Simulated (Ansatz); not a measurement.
# Does relaxation matter for the field gradients of Si with Ge replacing Si?

Start: a supercell of Si (diamond type, Fd-3m) built from a structure deposited in the COD (the entry's cell lengths or inner coordinates differ somewhat from later room-temperature determinations), with all atoms left at the host's positions.

```
Ge Si
1.0
     0.00000    8.14068    8.14068
     8.14068    0.00000    8.14068
     8.14068    8.14068    0.00000
Ge Si
1 53
Direct
  0.25000 0.25000 0.25000
  0.25000 0.25000 0.58333
  0.25000 0.25000 0.91667
  0.25000 0.58333 0.25000
  0.25000 0.58333 0.58333
  0.25000 0.58333 0.91667
  0.25000 0.91667 0.25000
  0.25000 0.91667 0.58333
  0.25000 0.91667 0.91667
  0.58333 0.25000 0.25000
  0.58333 0.25000 0.58333
  0.58333 0.25000 0.91667
  0.58333 0.58333 0.25000
  0.58333 0.58333 0.58333
  0.58333 0.58333 0.91667
  0.58333 0.91667 0.25000
  0.58333 0.91667 0.58333
  0.58333 0.91667 0.91667
  0.91667 0.25000 0.25000
  0.91667 0.25000 0.58333
  0.91667 0.25000 0.91667
  0.91667 0.58333 0.25000
  0.91667 0.58333 0.58333
  0.91667 0.58333 0.91667
  0.91667 0.91667 0.25000
  0.91667 0.91667 0.58333
  0.91667 0.91667 0.91667
  0.16667 0.16667 0.16667
  0.16667 0.16667 0.50000
  0.16667 0.16667 0.83333
  0.16667 0.50000 0.16667
  0.16667 0.50000 0.50000
  0.16667 0.50000 0.83333
  0.16667 0.83333 0.16667
  0.16667 0.83333 0.50000
  0.16667 0.83333 0.83333
  0.50000 0.16667 0.16667
  0.50000 0.16667 0.50000
  0.50000 0.16667 0.83333
  0.50000 0.50000 0.16667
  0.50000 0.50000 0.50000
  0.50000 0.50000 0.83333
  0.50000 0.83333 0.16667
  0.50000 0.83333 0.50000
  0.50000 0.83333 0.83333
  0.83333 0.16667 0.16667
  0.83333 0.16667 0.50000
  0.83333 0.16667 0.83333
  0.83333 0.50000 0.16667
  0.83333 0.50000 0.50000
  0.83333 0.50000 0.83333
  0.83333 0.83333 0.16667
  0.83333 0.83333 0.50000
  0.83333 0.83333 0.83333
```

Atom numbers follow the list; atoms alike are taken as one site, whose name carries the number of the first.

All values are calculated (Ansatz; DFT, PBE, plane waves and PAW, scalar-relativistic, 420 eV cutoff, Γ-centred 2×2×2 k-points, Fermi–Dirac smearing 0.01 eV), not measured.

The largest force at the start is 0.49 eV/Å. Relaxing the ions at fixed cell moves them by 0.036 Å at most (atom 28, Si) and 0.010 Å rms.

```
site  atom  moved (Å)              first shell before               first shell after  V_zz before (10²¹ V/m²)  η before
  Ge     1      0.000                  4 Si at 2.35 Å                  4 Si at 2.39 Å                     0.00         –
 Si2     2      0.006                  4 Si at 2.35 Å             4 Si at 2.34–2.35 Å                   -0.036      0.57
Si28    28      0.036  1 Ge at 2.35 Å, 3 Si at 2.35 Å  3 Si at 2.34 Å, 1 Ge at 2.39 Å                     0.39      0.00
Si30    30      0.000                  4 Si at 2.35 Å                  4 Si at 2.35 Å                   -0.012      0.30
```

Task: How do the gradients change?

Result: 

```json
{"site": "Ge", "atom": "1", "V_zz after": "0.00", "η after": "–", "change of V_zz": "0.00"}
{"site": "Si2", "atom": "2", "V_zz after": "0.11", "η after": "0.79", "change of V_zz": "–"}
{"site": "Si28", "atom": "28", "V_zz after": "0.75", "η after": "0.00", "change of V_zz": "+0.36"}
{"site": "Si30", "atom": "30", "V_zz after": "-0.096", "η after": "0.74", "change of V_zz": "-0.08"}
```

The largest change of V_zz along a kept axis is on Si28, from 0.39 to 0.75. On Si2 the largest principal value lies along another axis in the second run, so the two V_zz can't be compared directly. Other sites with |V_zz| of 0.02 or less aren't listed.

The defect repeats with the cell of 54 atoms, so it feels its images: sites between two images don't show the values beside a lone defect, and zeros or small values of η there can come from the images' arrangement. With a gap of 0.7 eV on this mesh, small gradients can still move by 0.1 × 10²¹ V/m² or more as the k-mesh gets denser.
Before: The neighbours have not yet relaxed around the defect (largest force 0.49 eV/Å), so a real crystal will differ.
After: The relaxation keeps the site symmetry -43m of the start, so the impurity can't leave its site; a start off the site could end lower.
